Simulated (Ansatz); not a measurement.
BN in space group P6_3/mmc (No. 194; B on 2c, N on 2d), the program Ansatz at the PBE+D3(BJ) level (PAW). The conduction-band minimum lies at M, with 3 equivalent valleys. Second derivatives d²E/dk² of the lowest band at one valley (eV·Å²), along Cartesian directions:

| direction | d²E/dk² |
|---|---|
| [100] | 3.268 |
| [010] | 29.31 |
| [001] | 2.384 |
| [110] | 16.29 |
| [101] | 2.825 |
| [011] | 15.84 |

Problem. Find the principal effective masses, the density-of-states mass and the conductivity mass.

Solution. Off-diagonal terms follow from H_xy = H[110] − (H_xx + H_yy)/2, and m*/mₑ = 7.620 eV·Å² over each eigenvalue: 0.26, 2.3, 3.2. One valley's DOS mass (m₁m₂m₃)^(1/3) = 1.2, conductivity mass 3/(Σ 1/mᵢ) = 0.65 mₑ.

Problem. What effective density of states Nc follows at 300 K for parabolic valleys?

Solution. Nc = 2.509e19 × 3 × (1.2)^(3/2) ≈ 9.9e19 cm⁻³.

Problem. With the computed static dielectric constant 5.43 (mean of the diagonal), estimate a hydrogenic donor's binding energy and radius.

Solution. E = 13.606 eV × 0.65/5.43² ≈ 300 meV; a = 0.529 Å × ε/m* ≈ 4.4 Å. Semilocal masses tend to be too small where the gap is.

Symmetry was held in the PBE+D3(BJ) relaxation; phonons on a q-mesh show no instability.

Potentials: the later of the program's two PAW sets.
